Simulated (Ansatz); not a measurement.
WC:
```yaml
crystal:
  lattice:
    - [0.00000, 2.18273, 2.18273]
    - [2.18273, 0.00000, 2.18273]
    - [2.18273, 2.18273, 0.00000]
  atoms:
    - { symbol: W, position: [0.00000, 0.00000, 0.00000] }
    - { symbol: C, position: [0.50000, 0.50000, 0.50000] }
```

Relaxed with r²SCAN. Special points in fractions of this cell's reciprocal vectors: Γ (0.000, 0.000, 0.000); X (0.500, 0.000, 0.500); U (0.625, 0.250, 0.625); K (0.375, 0.375, 0.750); L (0.500, 0.500, 0.500); W (0.500, 0.250, 0.750).

List the band energies nearest the Fermi level at these points for plane-wave PAW r²SCAN with spin–orbit coupling (Ansatz code).

In eV from the Fermi level; about four levels below and three above (degenerate sets whole), none deeper than 8.9 eV; … stands for higher levels left out; points with the same levels are listed once.

```json
[
 {"k": "Γ", "below": "-0.89 -0.89 -0.89 -0.89", "above": "…"},
 {"k": "X", "below": "-2.89 -2.89 -2.44 -2.44", "above": "0.92 0.92 2.16 2.16"},
 {"k": "U", "below": "-5.14 -5.14 -1.71 -1.71", "above": "1.50 1.50 2.71 2.71"},
 {"k": "L", "below": "-7.08 -7.08 -6.91 -6.91", "above": "1.09 1.09 1.15 1.15"},
 {"k": "W", "below": "-6.66 -6.66 -6.10 -6.10", "above": "0.52 0.52 0.54 0.54"}
]
```

Space group Fm-3m (rock salt). The workflow started from a Materials Project entry (that database holds measured and hypothetical structures alike); the Crystallography Open Database copy checked does not list it. It is not the phase usual at ambient conditions (space group No. 187). The r²SCAN relaxation kept the symmetry of its start; its stability against distortions is not shown here. The run is not spin-polarised. Its formation energy is positive at this level, so the cell may be metastable or incomplete.

Potentials: the earlier of the program's two PAW sets.
